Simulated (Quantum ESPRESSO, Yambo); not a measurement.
**G0W0 results for CaC2**

```
CaC2
1.0
    3.29783    -2.08128     0.00000
    3.29783     2.08128     0.00000
   -2.19799     0.00000     7.04938
C Ca
4 2
Cartesian
  0.61690  -0.58492   3.94850
  3.78077   0.58492   3.10088
  2.68178  -0.58492   6.62557
  1.71589   0.58492   0.42381
  1.64934   1.35483   5.28704
  2.74833  -1.35483   1.76235
```

The geometry is that of Materials Project entry mp-1575, symmetrised and not relaxed again.

Starting point: PBEsol (Quantum ESPRESSO, PseudoDojo norm-conserving, 82 Ry, no spin-orbit coupling). G0W0 in Yambo: 4×4×2 Γ-centred k mesh, 140 bands and a 7 Ry block in the screening, 140 bands in G with the Bruneval-Gonze terminator, plasmon pole fitted at 27.2 eV.

```yaml
PBEsol gap along the band path: 1.88 eV
PBEsol gap between the mesh's edge points ((0.25, -0.25, 0) → (-0.5, -0.5, 0)): 1.89 eV
G0W0 gap between the same points: 3.81 eV
PBEsol smallest direct gap on the mesh (at (-0.5, -0.5, 0)): 2.59 eV
G0W0 direct gap at that point: 4.64 eV
```

```json
[
 {"k point": "Γ", "band": "VB", "E PBEsol (eV)": "-0.40", "E QP (eV)": "-1.36", "shift (eV)": "-0.96", "Z": "0.79"},
 {"k point": "Γ", "band": "CB", "E PBEsol (eV)": "3.10", "E QP (eV)": "4.37", "shift (eV)": "1.26", "Z": "0.82"},
 {"k point": "(0, -0.5, 0)", "band": "VB", "E PBEsol (eV)": "-0.18", "E QP (eV)": "-1.13", "shift (eV)": "-0.95", "Z": "0.78"},
 {"k point": "(0, -0.5, 0)", "band": "CB", "E PBEsol (eV)": "3.45", "E QP (eV)": "4.55", "shift (eV)": "1.10", "Z": "0.82"},
 {"k point": "(0, -0.5, -0.5)", "band": "VB", "E PBEsol (eV)": "-0.24", "E QP (eV)": "-1.16", "shift (eV)": "-0.91", "Z": "0.79"},
 {"k point": "(0, -0.5, -0.5)", "band": "CB", "E PBEsol (eV)": "2.75", "E QP (eV)": "3.80", "shift (eV)": "1.05", "Z": "0.83"},
 {"k point": "(0.25, -0.25, 0)", "band": "VB", "E PBEsol (eV)": "0.00", "E QP (eV)": "-0.90", "shift (eV)": "-0.90", "Z": "0.78"},
 {"k point": "(0.25, -0.25, 0)", "band": "CB", "E PBEsol (eV)": "4.18", "E QP (eV)": "5.44", "shift (eV)": "1.25", "Z": "0.81"},
 {"k point": "(-0.5, -0.5, 0)", "band": "VB", "E PBEsol (eV)": "-0.70", "E QP (eV)": "-1.73", "shift (eV)": "-1.03", "Z": "0.78"},
 {"k point": "(-0.5, -0.5, 0)", "band": "CB", "E PBEsol (eV)": "1.89", "E QP (eV)": "2.91", "shift (eV)": "1.01", "Z": "0.83"},
 {"k point": "(-0.5, -0.5, -0.5)", "band": "VB", "E PBEsol (eV)": "-0.59", "E QP (eV)": "-1.58", "shift (eV)": "-0.99", "Z": "0.78"},
 {"k point": "(-0.5, -0.5, -0.5)", "band": "CB", "E PBEsol (eV)": "3.27", "E QP (eV)": "4.40", "shift (eV)": "1.13", "Z": "0.82"},
 {"k point": "(0.5, 0, 0)", "band": "VB", "E PBEsol (eV)": "-0.18", "E QP (eV)": "-1.13", "shift (eV)": "-0.95", "Z": "0.78"},
 {"k point": "(0.5, 0, 0)", "band": "CB", "E PBEsol (eV)": "3.45", "E QP (eV)": "4.55", "shift (eV)": "1.10", "Z": "0.82"}
]
```

Energies count from the PBEsol valence-band maximum.

Nearest settings tried, and what they do to the gap: 91 bands in G: +1 meV; 66 bands in W: +52 meV; 3 Ry block (57 vectors against 199): -260 meV. Not varied: mesh. So the settings aren't converged at that level.

The structure is a Materials Project entry; no match was found in the copy of COD used, and its stability was not checked.
